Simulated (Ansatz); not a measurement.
Here is an unrelaxed guess for In₄Sb.

```cif
data_structure
_symmetry_space_group_name_H-M 'I-43m'
_symmetry_Int_Tables_number 217
_cell_length_a 6.9264
_cell_length_b 6.9264
_cell_length_c 6.9264
_cell_angle_alpha 90.000
_cell_angle_beta 90.000
_cell_angle_gamma 90.000
_cell_volume 332.29
loop_
_atom_site_label
_atom_site_type_symbol
_atom_site_symmetry_multiplicity
_atom_site_Wyckoff_symbol
_atom_site_fract_x
_atom_site_fract_y
_atom_site_fract_z
_atom_site_occupancy
In1 In 8 c 0.17480 0.17480 0.17480 1
Sb1 Sb 2 a 0.00000 0.00000 0.00000 1
```

These are results of DFT PBE, scalar-relativistic, plane waves, PAW in Ansatz 0.2.0, not measurements. Settings: cutoff 420 eV, Γ-centred mesh 4×4×4 on the computed 5-atom cell, Gaussian smearing of 0.10 eV; no spin polarisation.

Formation energies are uncorrected and refer to the elements' standard structures at the same level.

Question: Estimate its pressure, forces and energy as it stands.

Answer: The pressure is 42.9 GPa (it wants to expand), the largest force is 16.92 eV/Å, and the energy is +3.75 eV/atom against the elements. The shortest distance is 2.10 Å, so close that the PAW spheres overlap strongly and these values are rough.

Question: Is it a good guess?

Answer: A poor one: relaxing gains about 3.5 eV/atom (the start's value is from the coarse mesh, so the gain is rough) in 12 ionic steps and ends at +0.28 eV/atom on the finer mesh. The symmetry goes from I-43m (No. 217) to Im-3m (No. 229). The volume per atom grows by 7.3 %, from 33.2 to 35.6 Å³. The shortest distance goes from 2.10 Å (In–Sb) to 3.07 Å (In–Sb). Conventional cell: a = 7.090 Å. In has 2 Sb at 3.07 Å and 6 In at 3.55 Å; around Sb lie 8 In at 3.07 Å.

The last run used an 8×8×8 mesh for its 5-atom cell and Gaussian smearing of 0.10 eV. These runs have no spin–orbit coupling, which can matter for Sb. The relaxation can't lower the symmetry of the start, and the grade says only how near the guess is to its own end. A structure relaxed within its symmetry needn't be a true minimum. Another cell of In4Sb relaxed alike, in Cmmm, lies 189 meV/atom lower, so this cell isn't the stable form at this level.
